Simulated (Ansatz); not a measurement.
Starting cell, ScPd (CsCl type):

```yaml
crystal:
  lattice:
    - [3.22988, 0.00000, 0.00000]
    - [0.00000, 3.22988, 0.00000]
    - [0.00000, 0.00000, 3.22988]
  atoms:
    - { symbol: Sc, position: [0.50000, 0.50000, 0.50000] }
    - { symbol: Pd, position: [0.00000, 0.00000, 0.00000] }
```

A phonon eigenvector at Γ is frozen into this cell: atom i moves by Q times the vector below, so Q is the largest atomic displacement, in Å. The cell is held. It is one choice among 3 degenerate patterns.

| atom | x | y | z |
|---|---|---|---|
| Sc1 | 0.000 | 0.000 | -1.000 |
| Pd2 | 0.000 | 0.000 | 0.422 |

Method: LDA (plane waves to 420 eV, PAW, scalar-relativistic; Ansatz, a quantum-chemistry and plane-wave program). k mesh 14×14×14 (Γ-centred), Fermi-Dirac smearing 0.05 eV. Energies are smeared free energies. With partly filled bands, energies and forces of such displacements shift with the k mesh and the smearing. ScPd is run without spin polarisation. ScPd was relaxed with its symmetry unable to fall. ΔE is measured from the undisplaced structure. The last digit holds for this mesh only.

| Q (Å) | ΔE (meV/cell) |
|---|---|
| -0.2800 | 289.5 |
| -0.2333 | 196.9 |
| -0.1867 | 123.6 |
| -0.1400 | 68.5 |
| -0.0933 | withheld |
| -0.0467 | 7.5 |
| 0.0000 | 0.0 |
| 0.0467 | 7.5 |
| 0.0933 | withheld |
| 0.1400 | 68.5 |
| 0.1867 | 123.6 |
| 0.2333 | 196.9 |
| 0.2800 | 289.5 |

### Question
Fit an even polynomial form (powers 2, 4) to the given rows and predict ΔE at Q = 0.0933.

### Answer
Least squares on the 11 given rows: ΔE = (3434)·Q² + (3315)·Q⁴, in meV/cell with Q in Å; root-mean-square residual 0.11 meV/cell. At 0.0933 the fit gives 30.1 meV/cell; the calculation gives 30.2 meV/cell, so the interpolation is off by -0.1 (-0.3 %). The quadratic term alone would give 29.9 meV/cell.

(A displaced cell: forces are minus the slopes of the energy, force constants its curvatures, and phonons follow from these.)
